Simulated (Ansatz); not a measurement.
InSb in space group P3_121 (No. 152; In on 3a, Sb on 3b), the program Ansatz at the PBEsol level (PAW), all energies at zero smearing, with the estimated change up to a 700 eV cutoff added, with one set of potentials and settings (totals compare only within such a set). Cell of 6 atoms (3 In, 3 Sb): -35800.846 eV.

| element | reference phase | E (eV/atom) |
|---|---|---|
| In | I4/mmm, 1 atoms in the cell | -5525.4724 |
| Sb | R-3m, 2 atoms in the cell | -6408.1643 |

Formation energy per atom, worked out: (-35800.846 − 3×(-5525.4724) − 3×(-6408.1643))/6 = 0.011 eV/atom (1 kJ per mol of atoms), at 0 K, without zero-point energy or fitted corrections.

The start of the workflow was typed in or built on a structure type; neither database checked (COD, Materials Project) lists it. It is not the phase usual at ambient conditions (space group No. 216). The cell was relaxed with PBEsol under the symmetry of its start; its stability against distortions is not shown here. The references are the lowest solids computed at this level, not always the standard phases. Spin–orbit coupling is left out wherever it is not named.

Potentials: the earlier of the program's two PAW sets. The files were generated under PBE; for other functionals the program regenerates the frozen cores, and for LDA and PBEsol the local potential too.
